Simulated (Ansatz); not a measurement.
H$_{4}$IN:
```xyz
6
Lattice="-2.6222 3.6083 2.4959 2.6222 -3.6083 2.4959 2.6222 3.6083 -2.4959" Properties=species:S:1:pos:R:3 pbc="T T T"
H     -1.7842     3.6083     1.8492
H      1.7842     3.6083     1.8492
H      0.0000     0.8446     0.5326
H      0.0000     6.3720     0.5326
I      0.0000     3.6083     0.0262
N      0.0000     0.0000     4.9490
```

x, y and z are the axes in which the lattice vectors are written.

### Question
Give the high-frequency dielectric tensor and the Born effective charge tensors of the independent atoms from DFPT, r²SCAN+D4 in the plane-wave PAW code Ansatz.

### Answer

ε∞:
```
2.84  0.00  0.00
0.00  2.83  0.00
0.00  0.00  2.80
```
Z* of atom 1 (H), rows: field, columns: displacement, in e:
```
 0.81   0.00  -0.50
 0.00   0.23   0.00
-0.51   0.00   0.68
```
Z* of atom 3 (H), rows: field, columns: displacement, in e:
```
 0.31   0.00   0.00
 0.00   0.77   0.05
 0.00  -0.03   0.31
```
Z* of atom 5 (I), rows: field, columns: displacement, in e:
```
-1.18   0.00   0.00
 0.00  -1.16   0.00
 0.00   0.00  -1.15
```
Z* of atom 6 (N), rows: field, columns: displacement, in e:
```
-1.06   0.00   0.00
 0.00  -0.85   0.00
 0.00   0.00  -0.84
```

Static charges for comparison (Bader): H1 +0.47, H3 +0.47, I5 -0.75, N6 -1.15 e. Born charges measure polarisation by displacement and can exceed these by far.

Space group Imm2. The workflow started from a Materials Project entry (that database holds measured and hypothetical structures alike); the Crystallography Open Database copy checked does not list it. Whether it is the stable phase at ambient conditions was not checked. The r²SCAN+D4 relaxation kept the symmetry of its start. At this level the phase is dynamically unstable (imaginary phonons). Scalar-relativistic: spin–orbit coupling is off unless named, which matters more the heavier the elements.

Potentials: the later of the program's two PAW sets.
